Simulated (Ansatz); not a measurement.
# ScCo: zone-centre modes at 6 GPa

Theory: DFT LDA, scalar-relativistic, plane waves, PAW (Ansatz). Cutoff 420 eV, 14×14×14 k-points (Γ-centred), Fermi-Dirac smearing of 0.15 eV. No spin polarisation. Phonons by linear response, acoustic sum rule imposed.

The cell, relaxed at 6 GPa:
```yaml
crystal:
  lattice:
    - [2.99511, 0.00000, 0.00000]
    - [0.00000, 2.99511, 0.00000]
    - [0.00000, 0.00000, 2.99511]
  atoms:
    - { symbol: Sc, position: [0.50000, 0.50000, 0.50000] }
    - { symbol: Co, position: [0.00000, 0.00000, 0.00000] }
```

In a metal, frequencies and elastic constants depend on the k mesh and the smearing, soft modes and shear constants most. Spin polarisation was left out, and a magnetic state may lie lower. Other phases may be more stable at this pressure.

Optical modes at Γ; i marks an imaginary frequency:
| frequency (THz) | degeneracy |
| --- | --- |
| 7.09 | 3 |

All 3 optical modes at Γ are real: no displacement of atoms at fixed cell lowers the energy to second order. Strains and modes at other wave vectors aren't tested by this run.

Cost: 1 run of about 0.71 core-minutes, on Arm Neoverse V2 (shared hosts).